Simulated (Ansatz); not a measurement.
Computed with DFT PBE, scalar-relativistic, plane waves, PAW (Ansatz). All cells share a 420 eV cutoff and Γ-centred k meshes spaced about 0.3 Å⁻¹ or finer (0.25 for metals, 2π included). No spin polarisation.

These are static total energies at zero pressure.

Two relaxed structures of Ca₂Sn₂N:

A.

```yaml
crystal:
  lattice:
    - [1.81429, 1.04748, 10.40501]
    - [-1.81429, 1.04748, 10.40501]
    - [0.00000, -2.09496, 10.40501]
  atoms:
    - { symbol: Ca, position: [0.70661, 0.70661, 0.70661] }
    - { symbol: Ca, position: [0.29339, 0.29339, 0.29339] }
    - { symbol: Sn, position: [0.86920, 0.86920, 0.86920] }
    - { symbol: Sn, position: [0.13081, 0.13081, 0.13081] }
    - { symbol: N, position: [0.00000, 0.00000, 0.00000] }
```

B.

```yaml
crystal:
  lattice:
    - [3.54816, 0.00000, 0.00000]
    - [-1.77408, 3.07280, 0.00000]
    - [0.00000, 0.00000, 21.91603]
  atoms:
    - { symbol: Ca, position: [0.66667, 0.33333, 0.94268] }
    - { symbol: Ca, position: [0.33333, 0.66667, 0.05732] }
    - { symbol: Ca, position: [0.66667, 0.33333, 0.55732] }
    - { symbol: Ca, position: [0.33333, 0.66667, 0.44268] }
    - { symbol: Sn, position: [0.33333, 0.66667, 0.68441] }
    - { symbol: Sn, position: [0.33333, 0.66667, 0.81559] }
    - { symbol: Sn, position: [0.66667, 0.33333, 0.18441] }
    - { symbol: Sn, position: [0.66667, 0.33333, 0.31559] }
    - { symbol: N, position: [0.00000, 0.00000, 0.00000] }
    - { symbol: N, position: [0.00000, 0.00000, 0.50000] }
```

Question: Which would you expect to be lower, and how large is the difference?

Answer: B is lower, by 21 meV/atom. A has space group R-3m (No. 166), 23.7 Å³/atom and no gap on its mesh; B has space group P6_3/mmc (No. 194), 23.9 Å³/atom and no gap. In A, Ca is surrounded by 3 N at 2.44 Å, 3 Ca at 3.26 Å, 3 Sn at 3.53 Å and 6 Ca at 3.63 Å; Sn is surrounded by 3 Sn at 3.07 Å and 3 Ca at 3.53 Å; N has 6 Ca at 2.44 Å. In B, Ca is surrounded by 3 N at 2.40 Å, 3 Ca at 3.24 Å, 3 Sn at 3.46 Å and 6 Ca at 3.55 Å; Sn has 1 Sn at 2.88 Å, 3 Ca at 3.46 Å and 6 Sn at 3.55 Å; N has 6 Ca at 2.40 Å. Both come from trial cells of a structure search.

For metals, differences of a few meV/atom aren't resolved. B has imaginary phonons (to 36i cm⁻¹ on its k mesh, which matters in a metal), so it may be a saddle point. A kick in its own cell came back all the same. Other cells relaxed within their symmetry can be saddle points.
